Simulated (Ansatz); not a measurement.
Cu$_{3}$Ge:
```cif
data_Cu6Ge2
_chemical_formula_sum 'Cu6 Ge2'
_space_group_name_H-M_alt 'Pmmn :1'
_space_group_IT_number 59
_space_group_name_Hall 'P 2 2ab -1ab'
_cell_length_a 4.17405
_cell_length_b 5.24901
_cell_length_c 4.52277
_cell_angle_alpha 90.000
_cell_angle_beta 90.000
_cell_angle_gamma 90.000
loop_
_space_group_symop_operation_xyz
  'x, y, z'
  '-x, -y, z'
  'x+1/2, -y+1/2, -z'
  '-x+1/2, y+1/2, -z'
  '-x+1/2, -y+1/2, -z'
  'x+1/2, y+1/2, -z'
  '-x, y, z'
  'x, -y, z'
loop_
_atom_site_label
_atom_site_type_symbol
_atom_site_symmetry_multiplicity
_atom_site_Wyckoff_symbol
_atom_site_fract_x
_atom_site_fract_y
_atom_site_fract_z
_atom_site_occupancy
Cu1 Cu 2 b 0.00000 0.50000 0.16461 1
Cu2 Cu 4 e 0.00000 0.25145 0.66350 1
Ge1 Ge 2 a 0.00000 0.00000 0.17523 1
```

Relaxed with r²SCAN.

**Question.** Tabulate the valence density and the electron localisation function along the shortest Cu–Cu contact (2.56 Å), r²SCAN (plane waves, PAW; program Ansatz).

**Answer.** 

```csv
distance from Cu (Å),density (e/Å³),ELF
0.26,39.96,0.58
0.38,18.20,0.32
0.51,7.13,0.18
0.64,2.79,0.15
0.77,1.20,0.16
0.90,0.57,0.17
1.02,0.36,0.17
1.15,0.29,0.20
1.28,0.27,0.22
1.41,0.29,0.20
1.53,0.36,0.17
1.66,0.57,0.17
1.79,1.20,0.16
1.92,2.79,0.15
2.05,7.13,0.18
2.17,18.20,0.32
2.30,39.96,0.58
```

The density is the valence pseudo-density with augmentation charge, so density and ELF within about 1 Å of a nucleus are not all-electron values.

The workflow started from a Materials Project entry (that database holds measured and hypothetical structures alike); the Crystallography Open Database copy checked does not list it. Its standing as an ambient phase is unchecked. The r²SCAN relaxation kept the symmetry of its start; its stability against distortions is not shown here. The run is not spin-polarised.

Potentials: the earlier of the program's two PAW sets.
